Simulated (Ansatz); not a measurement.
Data:

Starting cell, RuB2 (space group Pmmn):

```yaml
crystal:
  lattice:
    - [5.66097, 0.00000, 0.00000]
    - [0.00000, 4.59779, 0.00000]
    - [0.00000, 0.00000, 4.00003]
  atoms:
    - { symbol: B, position: [0.00000, 0.80416, 0.36289] }
    - { symbol: B, position: [0.50000, 0.80416, 0.36289] }
    - { symbol: B, position: [0.00000, 0.19584, 0.36289] }
    - { symbol: B, position: [0.50000, 0.19584, 0.36289] }
    - { symbol: B, position: [0.25000, 0.69584, 0.63711] }
    - { symbol: B, position: [0.75000, 0.69584, 0.63711] }
    - { symbol: B, position: [0.25000, 0.30416, 0.63711] }
    - { symbol: B, position: [0.75000, 0.30416, 0.63711] }
    - { symbol: Ru, position: [0.00000, 0.00000, 0.84890] }
    - { symbol: Ru, position: [0.50000, 0.00000, 0.84890] }
    - { symbol: Ru, position: [0.25000, 0.50000, 0.15110] }
    - { symbol: Ru, position: [0.75000, 0.50000, 0.15110] }
```

The atoms are displaced by Q × the pattern below (from a DFPT mode at X = (0.5, 0.0, 0.0), largest move 1; Q in Å), at fixed cell. It is one choice among 2 degenerate patterns. (q is in reciprocal vectors of the primitive cell; the cell shown is doubled to hold the pattern.)

| atom | x | y | z |
|---|---|---|---|
| B1 | 0.026 | 0.998 | 0.049 |
| B2 | -0.026 | -0.998 | -0.049 |
| B3 | 0.026 | -0.998 | 0.049 |
| B4 | -0.026 | 0.998 | -0.049 |
| B5 | 0.390 | 0.065 | 0.003 |
| B6 | -0.390 | -0.065 | -0.003 |
| B7 | 0.390 | -0.065 | 0.003 |
| B8 | -0.390 | 0.065 | -0.003 |
| Ru9 | 0.001 | 0.000 | 0.004 |
| Ru10 | -0.001 | 0.000 | -0.004 |
| Ru11 | 0.016 | 0.000 | 0.000 |
| Ru12 | -0.016 | 0.000 | 0.000 |

Method: LDA (plane waves to 420 eV, PAW, scalar-relativistic; Ansatz, a program for electronic structure). k mesh 8×10×12 (Γ-centred), Fermi-Dirac smearing 0.05 eV. The energy includes the smearing's −TS. Left out: 2 of 13 points, with atoms too close for the PAW data. With partly filled bands, energies and forces of such displacements shift with the k mesh and the smearing. RuB2 is run without spin polarisation. RuB2 was relaxed with its symmetry unable to fall. The zero of ΔE is the undisplaced structure.

The scan covers Q from -0.233 to 0.233 Å in 11 points.

Task: Which space group does the distorted structure have?

Result: Pm (No. 6), lowered from Pmmn.

Task: What is the energy change at Q = 0.233 Å?

Result: 3533 meV/cell.

Task: What harmonic wavenumber does the curvature at Q = 0 give?

Result: 745 cm⁻¹.

(For displaced atoms, the force is minus the slope of the energy, and its curvature is a force constant, which sets phonon frequencies.)
